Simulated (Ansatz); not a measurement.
# BaGaGeH: computed property card

BaGaGeH:
```
CELL_PARAMETERS angstrom
      4.32856     0.00000     0.00000
     -2.16428     3.74865     0.00000
      0.00000     0.00000     5.24312
ATOMIC_POSITIONS crystal
  Ba 0.33333 0.66667 0.00259
  Ga 0.00000 0.00000 0.54998
  Ge 0.66667 0.33333 0.44950
  H  0.00000 0.00000 0.87783
```

Space group P3m1 (No. 156); conventional cell a = 4.3286 Å, b = 4.3286 Å, c = 5.2431 Å, α = 90.00°, β = 90.00°, γ = 120.00°.

Method: the program Ansatz at the r²SCAN level (PAW). The cell and atoms are relaxed at this level. Other levels are named where they apply.

### Cell and energy

```
Item                                                          Result
-----------------------------------------------------  -------------
Volume per atom                                             21.27 Å³
Density                                                   5.48 g/cm³
Formation energy from the elements (no fitted shifts)  -615 meV/atom
```

### Electronic structure

```
Item                                                                                Result
------------------------------------------------  ----------------------------------------
Band gap                                             0.56 eV (smallest direct gap 0.57 eV)
Valence-band maximum                                on the A–L line, 3 % of the way from A
Conduction-band minimum                                                               at A
Electron effective mass                           0.029, 0.029, 0.28 mₑ (principal values)
Electron effective mass with spin–orbit coupling  0.029, 0.029, 0.28 mₑ (principal values)
Hole effective mass                                  0.20, 0.56, 1.3 mₑ (principal values)
Hole effective mass with spin–orbit coupling      0.072, 0.072, 0.98 mₑ (principal values)
HSE06 gap on the r²SCAN cell                                                       0.88 eV
Gap with spin–orbit coupling                                                       0.50 eV
```

### Mechanics

```
Quantity                               Value
----------------------------------  --------
Bulk modulus (Birch–Murnaghan fit)  47.7 GPa
Pressure derivative B′                   4.2
```

### Charges

```
Item                                             Value
-------------  ---------------------------------------
Bader charges  Ba +1.31, Ga +0.27, Ge -1.00, H -0.58 e
```

The first step of the workflow began from a Materials Project structure, measured or hypothetical; the Crystallography Open Database files this formula in space group No. 156, but the cells were not matched. Its standing as an ambient phase is unchecked. Symmetry was held in the r²SCAN relaxation; whether a distortion lowers the energy is not shown. The references are the lowest solids computed at this level, not always the standard phases (solids in place of the gases). Scalar-relativistic: spin–orbit coupling is off unless named, which matters more the heavier the elements.

Potentials: the later of the program's two PAW sets.
